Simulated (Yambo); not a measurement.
## CaI₂: sweep of GW parameters

G0W0@PBEsol for CaI$_{2}$ (CdI2 type, space group P-3m1, No. 164) in Yambo. Reference settings: 3×3×2 Γ-centred k mesh, 348 bands and a 7 Ry block in the screening, 348 bands in G with the Bruneval-Gonze terminator, plasmon pole fitted at 27.2 eV. The PBEsol gap Γ → (0, 0.333, 0) on this mesh is 3.24 eV; G0W0 gaps are taken between the same points.

```csv
change from the reference,"G0W0 gap Γ → (0, 0.333, 0) (eV)",shift of the valence edge (eV),rough Yambo cost
reference settings,5.51,-1.21,1
"120 bands in W, 120 bands in G",5.48,-0.92,about 1/3
"218 bands in W, 218 bands in G",5.50,-1.11,within a factor of two
120 bands in G,5.49,-1.13,–
218 bands in G,5.51,-1.19,–
152 bands in W,5.50,-1.05,within a factor of two
1 Ry block,5.22,-0.71,within a factor of two
3 Ry block,5.26,-0.87,within a factor of two
6 Ry block,5.47,-1.16,within a factor of two
no random integration,5.43,-0.99,–
"120 bands in G, no terminator",5.50,-0.72,–
"218 bands in G, no terminator",5.56,-1.00,–
no terminator,5.55,-1.12,–
```

The reference isn't shown to be the converged limit. Costs are rough (shared machines), scaled to the same edge states, and given only for runs that recompute the screening. The mesh misses a band edge: along a dense path the PBEsol gap is 3.03 eV against 3.24 eV on the mesh.

Spin-orbit coupling is included.

Geometry relaxed with PBE+D3(BJ); primitive cell a = b = 4.432 Å, c = 6.920 Å, α = β = 90.00°, γ = 120.00°.

A shift is the quasiparticle energy of the state minus its PBEsol energy.
